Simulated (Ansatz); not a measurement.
## BAs with nitrogen replacing As: do the settings matter for the field gradients?

Cell: a supercell of BAs (zinc blende type, F-43m) built from a structure deposited in the COD, with all atoms left at the host's positions.

Space group F-43m (No. 216); a = 14.3310 Å.

| site | Wyckoff | site symmetry | x | y | z |
| --- | --- | --- | --- | --- | --- |
| B1 | 16e | .3m | 0.4167 | 0.0833 | 0.4167 |
| B3 | 24g | 2.mm | 0.7500 | 0.0833 | 0.7500 |
| B5 | 48h | ..m | 0.7500 | 0.9167 | 0.5833 |
| B14 | 4d | -43m | 0.7500 | 0.7500 | 0.7500 |
| B18 | 16e | .3m | 0.0833 | 0.5833 | 0.9167 |
| N | 4a | -43m | 0.5000 | 0.0000 | 0.5000 |
| As29 | 48h | ..m | 0.6667 | 0.0000 | 0.6667 |
| As32 | 16e | .3m | 0.8333 | 0.8333 | 0.6667 |
| As36 | 16e | .3m | 0.1667 | 0.6667 | 0.8333 |
| As42 | 24f | 2.mm | 0.0000 | 0.6667 | 0.0000 |

One atom of each set is listed; the run and its k-mesh use a cell of 54 atoms with edges of 10.13, 10.13, 10.13 Å.

Reference run. Computed with Ansatz: DFT, PBE, plane waves and PAW, scalar-relativistic, 420 eV cutoff, Γ-centred 2×2×2 k-points, Fermi–Dirac smearing 0.01 eV.

Question: The input is changed as follows: `basis.ecutwfc`: not typed → 300 eV. What happens to V_zz (10²¹ V/m²) and η?

Answer: 

| site | V_zz reference | η reference | V_zz changed | η changed |
| --- | --- | --- | --- | --- |
| B1 | 1.34 | 0.00 | 1.30 | 0.00 |
| B3 | 0.041 | 0.89 | 0.040 | 0.90 |
| N | 0.00 | – | 0.00 | – |
| As29 | 0.76 | 0.71 | 0.76 | 0.70 |
| As32 | 0.088 | 0.00 | 0.088 | 0.00 |
| As36 | -0.093 | 0.00 | -0.093 | 0.00 |
| As42 | -0.15 | 0.80 | -0.15 | 0.80 |

The largest change of V_zz is on B1, from 1.34 to 1.30. In per cent, |V_zz| changes by -3 on B, 0 on As (all sites that start above 0.5). Other sites with |V_zz| of 0.02 or less aren't listed. SCF iterations: 7 and 7. New warnings: cutoff below recommended. In the changed run the cutoff of 300 eV lies below the one recommended for these PAW files, yet the gradients stay close to the reference.

On the reference run: The defect repeats with the cell of 54 atoms, so it feels its images: sites between two images don't show the values beside a lone defect, and zeros or small values of η there can come from the images' arrangement. With a gap of 0.7 eV on this mesh, small gradients can still move by 0.1 × 10²¹ V/m² or more as the k-mesh gets denser. The neighbours have not yet relaxed around the defect (largest force 2.2 eV/Å), so a real crystal will differ.
